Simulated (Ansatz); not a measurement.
Space group Im-3m (No. 229). a = 2.786 Å, b = 2.786 Å, c = 2.786 Å, α = 90.00°, β = 90.00°, γ = 90.00°
| atom | site | symmetry | x | y | z |
| --- | --- | --- | --- | --- | --- |
| Fe | 2a | m-3m | 0.0000 | 0.0000 | 0.0000 |

Equation of state of this Fe structure (not necessarily the ground state), with shape and atoms relaxed at each volume where symmetry leaves them free. It has no gap at any of these volumes. The calculation used DFT PBEsol, scalar-relativistic, plane waves, PAW (Ansatz).

Plane waves to 420 eV, a k mesh through Γ of 20×20×20 on the computed 1-atom cell and Gaussian smearing (0.10 eV); collinear spin.

```csv
V (Å³/atom),E − E(largest V) (meV/atom),P (GPa)
9.513,83.00,39.88
9.837,15.09,27.36
10.161,-29.32,16.78
10.486,-54.21,7.75
10.810,-61.69,0.00
11.134,-54.73,-6.12
11.459,-37.29,-10.89
11.891,0.00,-16.66
```

Question: Fit a third-order Birch–Murnaghan equation to E(V).

Answer: V0 = 10.82 Å³/atom, B0 = 225 GPa, B0' = 5.3.